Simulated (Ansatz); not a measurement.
**MnH$_{2}$Se$_{2}$: settings compared (Ansatz)**

input.yaml:

```yaml
crystal:
  lattice:
    - [2.027444, 3.511633, 0.0]
    - [-2.027444, 3.511633, 0.0]
    - [0.0, 0.0, 5.589508]
  atoms:
    - { symbol: Mn, position: [0.0, 0.0, 0.0] }
    - { symbol: Se, position: [0.3333, 0.3334, 0.226] }
    - { symbol: Se, position: [0.6667, 0.6666, 0.774] }
    - { symbol: H, position: [0.3333, 0.3334, 0.446] }
    - { symbol: H, position: [0.6667, 0.6666, 0.554] }
  symmetry: { tolerance: 0.0003 }
kpoints:
  mp_grid: { grid: [5, 5, 3], shift: [0, 0, 0] }
magnetization:
  spin_polarized: false
scf:
  occupations: { method: fermi_dirac }
hamiltonian:
  pseudopotentials: { kind: paw }
  xc: pbe
basis:
  ecutwfc: 420
output:
  forces: true
  stress: true
  eigenvalues: true
```

Launch command:

```bash
ansatz run input.yaml --threads 1 --pin off --max-ram 2560MiB --backend cpu --events-out ev --progress --plain --runs-dir out
```

Origin of the cell: a known structure type with other elements, at an estimated volume, so it need not be a known compound.

The smearing width isn't typed, so it takes its default of 0.1 eV.

Output of this run (shortened):

```
SCF iter   1: F=—  HF=-14865.443757 eV  Δρ=8.01e-3  dr2=4.21e-2
SCF iter   2: F=—  HF=-14865.447809 eV  Δρ=4.07e-3  dr2=1.98e-2
SCF iter   3: F=—  HF=-14865.443490 eV  Δρ=3.08e-3  dr2=4.21e-3
SCF iter   4: F=—  HF=-14865.443036 eV  Δρ=2.42e-3  dr2=2.07e-3
SCF iter   5: F=—  HF=-14865.442649 eV  Δρ=5.99e-4  dr2=2.45e-4
SCF iter   6: F=—  HF=-14865.442630 eV  Δρ=1.33e-4  dr2=6.20e-6
SCF iter   7: F=—  HF=-14865.442623 eV  Δρ=2.67e-5  dr2=3.09e-7
SCF iter   8: F=-14865.442623 eV  HF=-14865.442623 eV  Δρ=6.90e-6  dr2=5.61e-8
SCF 1 converged in 8 iterations: F = -14865.442623 eV  dr2 = 5.61e-8
SCF converged after 8 iterations
Free energy (F): -14865.442623 eV
Harris-Foulkes:  -14865.442623 eV  (|F-HF|=5.31e-8)
Internal energy: -14865.206365 eV  (E = F + TS)
E sigma→0 (E₀):  -14865.324494 eV
Entropy (-TS):   -0.236258 eV (-47.252 meV/atom)
Fermi energy:    7.720247 eV
--- Per-component energies (eV) ---
  E_band       = -1141.981150
  E_kinetic    = 574.968087
  E_local      = -7944.622707  (includes V_loc(G=0)·N_el)
  E_nonlocal   = -941.319008
  E_hartree    = 3700.039206
  E_xc         = -339.566681
  E_vxc        = -364.276785  (∫ρ·V_xc dr)
  E_paw        = -5126.644804  (= ΣΔE_a)
  E_vpaw       = 133.193570  (= ΣTr[D̂ρ^β])
  E_aug_tail   = -0.004771  (compensation charges beyond the density's cutoff)
  E_ewald      = -4788.055686
  E_smearing   = -0.236258  (= −TS)
  Σ components = -14865.442623   (vs F -14865.442623, Δ=0.00e0)
--- Forces (eV/Å), atoms counted from 1 ---
  atom   1  Mn     0.000000    -0.000000     0.000000
  atom   2  Se    -0.000000    -0.000000   -11.004215
  atom   3  Se     0.000000     0.000000    11.004215
  atom   4  H      0.000000     0.000000     9.538399
  atom   5  H     -0.000000    -0.000000    -9.538399
  max |Σ_I F_I| component: 1.16e-18 eV/Å
--- Stress (GPa, compression-positive) ---
       -9.002933      -0.000000       0.000000
       -0.000000      -9.002933       0.000000
        0.000000       0.000000      42.487105
  P = ⅓ Tr σ = 8.1604 GPa (81.604 kbar)
```

The same input was run again with these changes:

1. `scf.lower_state_search` default → light; `scf.occupations.width` default → 0.025; typed moments: none
2. `magnetization` { spin_polarized: false } → { spin_polarized: true } (starts: random); `kpoints.mp_grid.grid` [5, 5, 3] → [2, 2, 1]; `scf.occupations.method` fermi_dirac → methfessel_paxton; `scf.occupations.width` default → 0.025; typed moments: Mn1 -0.5, Se2 2, Se3 0.5, H4 1, H5 0.5
3. `kpoints.mp_grid.shift` [0, 0, 0] → [0.5, 0.5, 0.5]
4. `crystal.symmetry` { tolerance: 0.0003 } → { detect: false }; `hamiltonian.pseudopotentials` { kind: paw } → { kind: nc }; `scf.mixing.algorithm` default → anderson; `scf.mixing.beta` default → 0.7; `scf.mixing.ndim` default → 2

```json
{"run": "base", "end": "converged", "SCF iterations": "8", "P (GPa)": "8.16", "max force component (eV/Å)": "11.004", "moment (μB)": "–", "ΔE(σ→0) (meV/atom)": "0"}
{"run": "1", "end": "converged", "SCF iterations": "11", "P (GPa)": "8.05", "max force component (eV/Å)": "11.025", "moment (μB)": "–", "ΔE(σ→0) (meV/atom)": "14.44"}
{"run": "2", "end": "converged", "SCF iterations": "14", "P (GPa)": "13.92", "max force component (eV/Å)": "10.077", "moment (μB)": "3.50", "ΔE(σ→0) (meV/atom)": "-256.84"}
{"run": "3", "end": "converged", "SCF iterations": "9", "P (GPa)": "8.17", "max force component (eV/Å)": "10.996", "moment (μB)": "–", "ΔE(σ→0) (meV/atom)": "0.18"}
{"run": "4", "end": "converged", "SCF iterations": "11", "P (GPa)": "3.18", "max force component (eV/Å)": "10.672", "moment (μB)": "–", "ΔE(σ→0) (meV/atom)": "–"}
```

Energies are compared only where functional, datasets, charge and starting cell are the same.

Not properties of the system: run 2 (too coarse or loose: `kpoints.mp_grid.grid` = [2, 2, 1]).

Caveats of the base run: no spin polarisation, so a magnetic state may lie lower; the given cell is far from equilibrium, with atoms too close or a volume far off; the k mesh is coarse if the cell is a metal.

Run 2: one start, so the magnetic state may not be the lowest.
Run 3: the k mesh keeps only part of the crystal's symmetry.
Run 4: the cutoff lies below the datasets' advice.

The base run took 1.8 s of wall time on 1 CPU thread(s) of a shared host, from the program's own first density.
